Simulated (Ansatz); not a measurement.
## SnO$_{2}$: computed DOS

```
Sn O
1.0
     4.73735    0.00000    0.00000
     0.00000    4.73735    0.00000
     0.00000    0.00000    3.18640
Sn O
2 4
Cartesian
  0.0000 0.0000 0.0000
  2.3687 2.3687 1.5932
  1.4478 1.4478 0.0000
  0.9208 3.8165 1.5932
  3.2895 3.2895 0.0000
  3.8165 0.9208 1.5932
```

The structure is an experimental refinement, used without relaxation.

Spin–orbit coupling is left out, though it moves levels of the heavy atoms by tenths of an eV or more.

All numbers below come from DFT, LDA, all-electron LAPW, scalar-relativistic (Ansatz 0.2.0).

Sampling and basis: a Γ-centred 4×4×6 k mesh, Fermi–Dirac smearing of 0.03 eV, basis error target 1 meV/atom, no spin polarisation.

States per eV and cell, averaged over 0.6 eV, from -5.8 to 3.6 eV, with energies (bin centres) from the valence-band top; empty bins are left out. The partial columns, the largest 5 alone, are projections on Löwdin-orthogonalised atomic shells (those that the program's projection atoms carry: the occupied ones and, for some elements, an empty d or f shell; other empty shells have no column), summed over atoms of an element. Weights on diffuse s and p shells depend on that basis and aren't pure angular character.

```csv
E (eV),total,O 2p,Sn 5p,Sn 5s,O 2s,Sn 4d
-5.6,0.78,0.51,0.09,0.12,0.04,0.01
-5.0,2.31,1.65,0.48,0.08,0.06,0.01
-4.4,2.89,2.15,0.57,0.07,0.07,0.02
-3.8,4.07,3.13,0.72,0.07,0.11,0.02
-3.2,3.11,2.53,0.41,0.02,0.09,0.03
-2.6,2.28,1.94,0.22,0.01,0.06,0.02
-2.0,4.95,4.43,0.24,0.03,0.10,0.06
-1.4,5.89,5.64,0.06,0.01,0.02,0.08
-0.8,7.35,7.16,0.04,0.01,0.01,0.04
-0.2,0.72,0.71,0.01,0.00,0.00,0.00
1.6,0.01,0.00,0.00,0.01,0.00,0.00
2.2,0.05,0.01,0.00,0.03,0.01,0.00
2.8,0.16,0.04,0.01,0.07,0.04,0.00
3.4,0.30,0.09,0.02,0.13,0.06,0.00
```

(1) Which of the resolved shells contributes most in the top eV of the valence band?

Answers

(1) O 2p, with 98 % of all states there; Sn 5p follows with 1 %.
